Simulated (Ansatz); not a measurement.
Relaxed-ion elastic tensor of BP in space group Pm-3n (No. 223; B on 6d, P on 6c) in GPa (Voigt order), r²SCAN (plane waves, PAW; program Ansatz); density 2.40 g/cm³, 14.45 Å³ per atom.

```
 271  55.9  55.9   0.0   0.0   0.0
55.9   271  55.9   0.0   0.0   0.0
55.9  55.9   271   0.0   0.0   0.0
 0.0   0.0   0.0  94.2   0.0   0.0
 0.0   0.0   0.0   0.0  94.2   0.0
 0.0   0.0   0.0   0.0   0.0  94.2
```

**Question.** Is the crystal mechanically stable?

**Answer.** Yes: the smallest eigenvalue of C is 94.2 GPa.

**Question.** Work out the Voigt, Reuss and Hill averages.

**Answer.** K_V = 127, K_R = 127, K_H = 127; G_V = 99.5, G_R = 99.1, G_H = 99.3 GPa.

**Question.** Give Young's modulus, Poisson's ratio, Pugh's ratio and the universal anisotropy index.

**Answer.** E = 9KG/(3K + G) = 236 GPa; ν = 0.19; K/G = 1.28 (brittle by the Pugh limit of 1.75); A_U = 5G_V/G_R + K_V/K_R − 6 = 0.02.

**Question.** Estimate the sound speeds and the Debye temperature.

**Answer.** v_l = √((K + 4G/3)/ρ) = 10400 m/s, v_t = √(G/ρ) = 6430 m/s, mean 7090 m/s; Θ = (h/k)(3n/4πV)^(1/3) v_m = 867 K.

**Question.** Give the Zener ratio and Young's modulus along [100], [110] and [111].

**Answer.** A = 2C44/(C11 − C12) = 0.88; 1/E = S11 − 2(S11 − S12 − S44/2)Γ with Γ = 0, 1/4, 1/3 gives 251, 232, 227 GPa.

**Question.** Solve the Christoffel equation for the three sound speeds along [100], [110], [111].

**Answer.** Eigenvalues of C_ijkl n_j n_l equal ρv². In km/s, slowest first: [100] 6.26, 6.26, 10.61; [110] 6.26, 6.69, 10.35; [111] 6.55, 6.55, 10.27.

The start of the workflow was typed in or built on a structure type; neither database checked (COD, Materials Project) lists it. It is not the phase usual at ambient conditions (space group No. 216). The cell was relaxed with r²SCAN under the symmetry of its start; its stability against distortions is not shown here.

Potentials: the earlier of the program's two PAW sets.
